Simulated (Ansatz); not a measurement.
In$_{2}$SeS:
```cif
data_In2SSe
_chemical_formula_sum 'In2 Se1 S1'
_space_group_name_H-M_alt 'P3m1'
_space_group_IT_number 156
_space_group_name_Hall 'P 3 -2"'
_cell_length_a 4.05109
_cell_length_b 4.05109
_cell_length_c 9.58226
_cell_angle_alpha 90.000
_cell_angle_beta 90.000
_cell_angle_gamma 120.000
loop_
_atom_site_label
_atom_site_type_symbol
_atom_site_symmetry_multiplicity
_atom_site_Wyckoff_symbol
_atom_site_fract_x
_atom_site_fract_y
_atom_site_fract_z
_atom_site_occupancy
In1 In 1 a 0.00000 0.00000 0.44550 1
In2 In 1 b 0.33333 0.66667 0.03455 1
Se1 Se 1 b 0.33333 0.66667 0.57337 1
S1 S 1 a 0.00000 0.00000 0.19458 1
```

Relaxed at zero pressure with DFT-r²SCAN in the program Ansatz with PAW potentials.

**Question.** The volume is raised by 3 % and shape and atoms relax at that volume. What pressure results, and how do the axes share the change?

**Answer.** -0.1 GPa; a 0.2 %, b 0.2 %, c 2.6 %; the energy rises by 0 meV/atom.

**Question.** Give the new structure.

**Answer.** 
Space group P3m1 (No. 156); a = b = 4.0597 Å, c = 9.8280 Å, α = β = 90.00°, γ = 120.00°

```json
[
 {"atom": "In", "site": "1a", "symmetry": "3m.", "x": "0.0000", "y": "0.0000", "z": "0.4422"},
 {"atom": "In", "site": "1b", "symmetry": "3m.", "x": "0.3333", "y": "0.6667", "z": "0.0416"},
 {"atom": "Se", "site": "1b", "symmetry": "3m.", "x": "0.3333", "y": "0.6667", "z": "0.5666"},
 {"atom": "S", "site": "1a", "symmetry": "3m.", "x": "0.0000", "y": "0.0000", "z": "0.1976"}
]
```

The phase is kept; no other phase was compared at this pressure.

The start of the workflow was typed in or built on a structure type; neither database checked (COD, Materials Project) lists it. Whether it is the stable phase at ambient conditions was not checked. Symmetry was held in the r²SCAN relaxation; its stability against distortions is not shown here.

Potentials: the earlier of the program's two PAW sets. The files were generated under PBE; for other functionals the program regenerates the frozen cores, and for LDA and PBEsol the local potential too.
